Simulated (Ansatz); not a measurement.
# Si, hcp: geometry optimisation

Computed with Ansatz, DFT, r2SCAN, plane waves (500 eV) with PAW, scalar-relativistic. The PAW files were generated under PBE, with cores re-solved for the functional.

k-point mesh 13×13×7, Fermi-Dirac smearing 0.1 eV, no spin polarisation. Cell and atoms relax.

Starting structure:

```
Si
1.0
     2.76918    0.00000    0.00000
    -1.38459    2.39818    0.00000
     0.00000    0.00000    4.52207
Si
2
Direct
  0.33333 0.66667 0.25000
  0.66667 0.33333 0.75000
```

Task: The pressure at the start is -6.6 GPa. By how much does the volume change?

Result: From 15.02 to 13.72 Å³ per atom, -8.6 %. The final cell has a = 2.625 Å, c = 4.598 Å (c/a = 1.752).

Task: How much energy does the relaxation gain?

Result: 31.5 meV per atom.
